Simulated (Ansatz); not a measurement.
The numbers come from plane-wave PAW DFT (Ansatz): PBE, no spin polarisation, 420 eV, 5×5×7 Γ-centred k points, methfessel-paxton occupations (width 0.2804 eV). Nothing was relaxed.

Computed maps in the lattice plane spanned by b (left to right, 5.26 Å, 16 points from zero) and c (bottom to top, 3.41 Å, 10 points from zero), 85° apart, at height 0.242 along a. The fields are smooth PAW ones with compensation charges, not the true ones near nuclei.

Valence density. Digits on a logarithmic scale: 0 up to 0.03 e/Å³, each further digit a factor of 1.6, 9 from 1.3 e/Å³ up:
```
4454432124799986
4555543213578865
4567765321345543
4677776531112223
5675467642100013
4675267643222223
4677777655555433
4567776557999864
4555554447999985
4444443236999996
```

ELF. Ten even steps from '0' (0.00) to '9' (0.96):
```
1233321003787773
1356653001578751
3688877400145310
5886578740000001
6760029961000001
5760019951000001
3785269832555410
1578888528988861
1256765218996883
1123331015861684
```

Q: The cell is FeP2H4O2. Which atoms lie within 0.2 Å of this plane, and where (fractions of b and c)?

A: O at (0.76, 0.00), H at (0.61, 0.14), P at (0.24, 0.44). The whole cell:
```
O Fe H P
1.0
     3.43634    3.98141    0.00000
     3.43634   -3.98141    0.00000
     0.48674    0.00000   -3.37774
O Fe H P
2 1 4 2
Cartesian
  3.4363 -2.0552 0.0000
  3.4363 2.0552 0.0000
  0.0000 0.0000 0.0000
  4.3924 -1.5281 -2.8907
  2.9670 -1.5281 -0.4871
  2.9670 1.5281 -0.4871
  4.3924 1.5281 -2.8907
  1.8504 0.0000 -1.4849
  5.5091 0.0000 -1.8929
```

Origin: a known structure type with other elements, at an estimated volume, so it need not be a known compound. Caveats: no spin polarisation, so a magnetic state may lie lower; atoms or cell far from equilibrium; wide smearing.
